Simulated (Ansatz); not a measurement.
input.yaml (Ansatz)

```yaml
crystal:
  lattice:
    - [4.5480621628, 0.0, 0.0]
    - [-2.2740310814, 3.938737371, 0.0]
    - [0.0, 0.0, 3.0473642688]
  atoms:
    - { symbol: Se, position: [0.0, 0.0, 0.0] }
    - { symbol: Se, position: [0.3333333333, 0.6666666667, 0.5] }
    - { symbol: Se, position: [0.6666666667, 0.3333333333, 0.5] }
hamiltonian:
  xc: pbesol
  pseudopotentials:
    kind: paw
    azcp:
      Se: "pseudopotentials/Se.paw.azcp"
basis:
  ecutwfc: 420
  fft_grid_basis: typed
kpoints:
  mp_grid: { grid: [9, 9, 11], shift: [0, 0, 0] }
magnetization:
  spin_polarized: false
scf:
  occupations: { method: fermi_dirac, width: 0.1 }
  lower_state_search: "off"
output:
  stress: true
```

Output

```
Warning: the record states the generating functional pbe (its physics header spells it `PBE`), which answers neither for hamiltonian.xc's functional nor for the pbesol family's — results may be inconsistent (PPs are generated against a specific XC)
Engine: ansatz 0.2.0, x86_64-unknown-linux-gnu
Pseudopotentials: kind: paw
Pseudopotential: Se, paw, valence charge 16, recommended cutoff 420 eV (normal) 
Functional definition: PBEsol
  exchange = pbesol_x
  correlation = pbesol_c
Crystal: 3 atoms, lattice volume = 54.589 Å³
Basis set: ecut = 420 eV, 1073 PW (Γ)
Bands: 28, of which v1, the nominal top of the filled ones, is band 24 counted from 1 (23 counted from 0)
Symmetry: 24 space group operations
Space group: P6/mmm (ITA 191), of the structure as read, at distance tolerance 3.8e-5 Å
k-points: 72 of 891
Non-local potential: Se, projectors of the file, l = 0: 2, l = 1: 2, l = 2: 3, l = 3: 1
PAW form: soft (Blöchl's): semilocal exchange-correlation on the pseudo side does not see the compensation charge
PAW frozen core: Se, regenerated for the run's functional, and the local potential with it (the file was generated under x = pbe(κ = 0.804, μ = 0.2195149727645171), c = pbe(β = 0.06672455060314922))
PAW one-centre angular grid: Se, 590 points (default); XC on 64 Gauss nodes
Initial density: superposition of atomic densities (neutral atoms: chi_scale 0, normalization atom), corrected by the library's trained network
Initial wavefunctions: pseudopotential atomic-orbital guess
Functional: x = pbesol(κ = 0.804, μ = 0.12345679012345678), c = pbesol(β = 0.046)
SCF iter   1: F=—  HF=-16271.045977 eV  |F-HF|=—  |Δ(HF+E_count)|=         —  Δρ=3.10e-3  dr2=4.44e-3  ethr=1.77e-3  ⟨swp⟩=5.3  Hψ=7884  notcnv=0
SCF iter   2: F=—  HF=-16271.044605 eV  |F-HF|=—  |Δ(HF+E_count)|=   1.37e-3  Δρ=1.99e-3  dr2=1.87e-3  ethr=9.26e-6  ⟨swp⟩=2.2  Hψ=4199  notcnv=0
SCF iter   3: F=—  HF=-16271.044934 eV  |F-HF|=—  |Δ(HF+E_count)|=   3.29e-4  Δρ=8.73e-4  dr2=4.86e-4  ethr=3.90e-6  ⟨swp⟩=1.0  Hψ=2016  notcnv=0
SCF iter   4: F=—  HF=-16271.044928 eV  |F-HF|=—  |Δ(HF+E_count)|=   5.85e-6  Δρ=1.80e-4  dr2=1.37e-5  ethr=1.01e-6  ⟨swp⟩=2.0  Hψ=2662  notcnv=0
SCF iter   5: F=—  HF=-16271.044931 eV  |F-HF|=—  |Δ(HF+E_count)|=   3.02e-6  Δρ=2.90e-5  dr2=5.31e-7  ethr=2.86e-8  ⟨swp⟩=2.0  Hψ=2574  notcnv=0
SCF iter   6: F=—  HF=-16271.044931 eV  |F-HF|=—  |Δ(HF+E_count)|=   2.22e-7  Δρ=1.27e-5  dr2=1.33e-7  ethr=2.08e-10  ⟨swp⟩=5.0  Hψ=8392  notcnv=0
SCF iter   7: F=-16271.044931 eV  HF=-16271.044931 eV  |F-HF|=6.92e-9  |Δ(HF+E_count)|=   4.15e-8  Δρ=4.04e-6  dr2=1.24e-8  ethr=2.08e-10  ⟨swp⟩=4.4  Hψ=7430  notcnv=0
SCF 1 converged in 7 iterations: F = -16271.044931 eV  dr2 = 1.24e-8
SCF converged after 7 iterations
Free energy (F): -16271.044931 eV
Harris-Foulkes:  -16271.044931 eV  (|F-HF|=6.92e-9)
Internal energy: -16270.991564 eV  (E = F + TS)
E sigma→0 (E₀):  -16271.018247 eV
Entropy (-TS):   -0.053366 eV (-17.789 meV/atom)
Fermi energy:    13.184491 eV
--- Per-component energies (eV) ---
  E_band       = -952.534320
  E_kinetic    = 355.977479
  E_local      = -5894.782786  (includes V_loc(G=0)·N_el)
  E_nonlocal   = -1772.469626
  E_hartree    = 3003.586049
  E_xc         = -311.199022
  E_vxc        = -295.834974  (∫ρ·V_xc dr)
  E_paw        = -5606.373052  (= ΣΔE_a)
  E_vpaw       = 647.411152  (= ΣTr[D̂ρ^β])
  E_aug_tail   = -0.001738  (compensation charges beyond the density's cutoff)
  E_ewald      = -6048.754220
  E_core_change = 3.025351  (= ΣΔE_core)
  E_smearing   = -0.053366  (= −TS)
  E_closure    = -0.000000  (closes the sum)
  Σ components = -16271.044931   (vs F -16271.044931, Δ=0.00e0)
--- Stress (GPa, compression-positive) ---
        8.632851       0.000000       0.000000
        0.000000       8.632851       0.000000
        0.000000       0.000000       7.251027
  P = ⅓ Tr σ = 8.1722 GPa (81.722 kbar)
```
